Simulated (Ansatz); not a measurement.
Input and command of a plane-wave DFT calculation in Ansatz:

```yaml
crystal:
  lattice:
    - [2.7417, 0.0, 0.0]
    - [0.0, 2.7417, 0.0]
    - [0.0, 0.0, 3.0303]
  atoms:
    - { symbol: Ga, position: [0.0, 0.0, 0.0] }
    - { symbol: Ni, position: [0.5, 0.5, 0.5] }
basis:
  ecutwfc: 500
kpoints:
  mp_grid: { grid: [16, 16, 16] }
hamiltonian:
  xc: r2scan
scf:
  occupations: { method: gaussian, width: 0.15 }
output:
  forces: true
  stress: true
  eigenvalues: true
```

```bash
ansatz run input.yaml --threads 1 --pin off --max-ram 2560MiB --backend cpu --events-out ev --progress --plain --runs-dir out
```

Processor: Intel(R) Xeon(R) 6975P-C (Granite Rapids), 1 thread, on a host shared with other jobs.

How long does it run, and how much memory does it take?

About 9.8 s on 1 thread of Intel(R) Xeon(R) 6975P-C (Granite Rapids), with other jobs on the host, peak memory 0.56 GiB. It solves 20 bands at 405 k points (the mesh reduced by symmetry) with about 559 plane waves, in 9 SCF iterations.
